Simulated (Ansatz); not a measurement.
Al2Cu (I4/mcm), zone-centre modes

These are results of DFT PBE, scalar-relativistic, plane waves, PAW (Ansatz 0.2.0), not measurements. Cutoff 420 eV, Γ-centred 12×12×12 k-points, Gaussian smearing of 0.15 eV. No spin polarisation.

Zero of the scan (relaxed at this level; it needn't be the usual structure):

```
Al Cu
1.0
    -3.02619    3.02619    2.44162
     3.02619   -3.02619    2.44162
     3.02619    3.02619   -2.44162
Al Cu
4 2
Direct
  0.15872 0.65872 0.81744
  0.65872 0.84128 0.50000
  0.84128 0.34128 0.18256
  0.34128 0.15872 0.50000
  0.75000 0.75000 0.00000
  0.25000 0.25000 0.00000
```

Harmonic modes by finite displacements of 0.02 Å, without the LO–TO term.

Q: At this geometry, is the structure stable against these modes?

A: Yes: no mode is imaginary beyond 10 cm⁻¹, and only the three translations lie near zero.

Q: List the wavenumbers in cm⁻¹.

A: 0, 0, 0, 137, 137, 141, 141, 178, 185, 209, 240, 247, 247, 269, 273, 285, 285, 313.

Cost: 1 run of about 8.3 core-minutes, on Arm Neoverse V2 (shared hosts).